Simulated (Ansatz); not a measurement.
All numbers below come from DFT PBE, scalar-relativistic, plane waves, PAW in Ansatz 0.2.0. All cells share a 420 eV cutoff and Γ-centred k meshes spaced about 0.3 Å⁻¹ or finer (0.25 for metals, 2π included). No spin polarisation in the final relaxations.

Temperature and zero-point effects are left out. All come from trial cells, and lower structures may exist.

**Question.** These unrelaxed guesses for Ti₂TeAs₄ are each relaxed within their symmetry. Order them by the energy at which they end, lowest first.
A.

```
Ti Te As
1.0
     0.00000    5.33000    5.33000
     5.33000    0.00000    5.33000
     5.33000    5.33000    0.00000
Ti Te As
4 2 8
Direct
  0.12500 0.12500 0.12500
  0.12500 0.62500 0.12500
  0.62500 0.12500 0.12500
  0.12500 0.12500 0.62500
  0.50000 0.50000 0.50000
  0.75000 0.75000 0.75000
  0.90500 0.36500 0.36500
  0.36500 0.36500 0.90500
  0.36500 0.90500 0.36500
  0.36500 0.36500 0.36500
  0.88500 0.34500 0.88500
  0.88500 0.88500 0.34500
  0.88500 0.88500 0.88500
  0.34500 0.88500 0.88500
```

B.

```
Ti Te As
1.0
     2.75792    1.59229    7.06458
    -2.75792    1.59229    7.06458
     0.00000   -3.18457    7.06458
Ti Te As
2 1 4
Direct
  0.36375 0.36375 0.36375
  0.63625 0.63625 0.63625
  0.50000 0.50000 0.50000
  0.75240 0.75240 0.75240
  0.24760 0.24760 0.24760
  0.91563 0.91563 0.91563
  0.08437 0.08437 0.08437
```

C.

```
Ti Te As
1.0
     4.12686    0.00000    0.00000
     0.00000    4.12686    0.00000
     0.00000    0.00000    8.90350
Ti Te As
2 1 4
Direct
  0.50000 0.00000 0.23457
  0.00000 0.50000 0.76543
  0.50000 0.50000 0.00000
  0.50000 0.50000 0.50000
  0.00000 0.00000 0.50000
  0.50000 0.00000 0.87084
  0.00000 0.50000 0.12916
```

**Answer.** C (ends in P-4m2, 0 meV/atom), A (ends in Fd-3m, spinel type, 67 meV/atom), B (ends in R-3m, 121 meV/atom).

Spin–orbit coupling, which can matter for Te, is left out. With atoms moved at random, P-4m2 (by 48 meV/atom) fell into a lower structure. Without a clear test, and held by symmetry: Fd-3m and R-3m. Some structure types and database cells were kept out of the candidates from the start, so a known form may be missing.
